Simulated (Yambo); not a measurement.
Optical response of BeO at +2 % biaxial strain

```xyz
4
Lattice="2.7447 0.0000 0.0000 -1.3724 2.3770 0.0000 0.0000 0.0000 4.3353" Properties=species:S:1:pos:R:3 pbc="T T T"
Be     0.0000     1.5847     4.3285
Be     1.3724     0.7923     2.1609
O      0.0000     1.5847     1.6433
O      1.3724     0.7923     3.8110
```

Yambo, RPA with local fields on PBEsol bands; 21×21×12 mesh, 25 bands, 4 Ry local-field block, 0.2 eV broadening; field along x.

```
E (eV)  Im ε   Re ε  Im ε, independent particles
------  ----  -----  ---------------------------
0.0     0.00   3.01                         0.00
0.6     0.00   3.02                         0.00
1.2     0.01   3.03                         0.01
1.9     0.01   3.06                         0.01
2.5     0.01   3.09                         0.01
3.1     0.02   3.14                         0.02
3.8     0.02   3.20                         0.02
4.4     0.03   3.28                         0.03
5.0     0.04   3.39                         0.04
5.6     0.05   3.52                         0.05
6.2     0.07   3.71                         0.08
6.9     0.12   4.00                         0.12
7.5     0.41   4.42                         0.40
8.1     0.83   4.56                         0.79
8.8     1.13   4.73                         1.08
9.4     1.50   5.04                         1.46
10.0    2.57   5.64                         2.63
10.6    3.99   4.86                         4.32
11.2    4.77   3.37                         5.36
11.9    4.30   2.20                         4.70
12.5    3.63   1.53                         3.91
13.1    3.21   1.46                         3.52
13.8    2.62   1.68                         3.03
14.4    2.98   1.98                         3.88
15.0    3.37   1.79                         4.70
15.6    3.44   1.46                         4.59
16.2    3.70   0.94                         4.35
16.9    3.42   0.45                         3.70
17.5    3.29  -0.02                         3.27
18.1    2.79  -0.48                         2.59
18.8    2.44  -0.55                         2.21
19.4    2.08  -0.50                         1.87
20.0    1.84  -0.54                         1.59
```

Peak heights and small wiggles depend on the k mesh. Convergence of the RPA response with its 21×21×12 mesh was not tested. No excitonic effects at this level.

Geometry strained from the cell relaxed with PBEsol, atoms relaxed again.
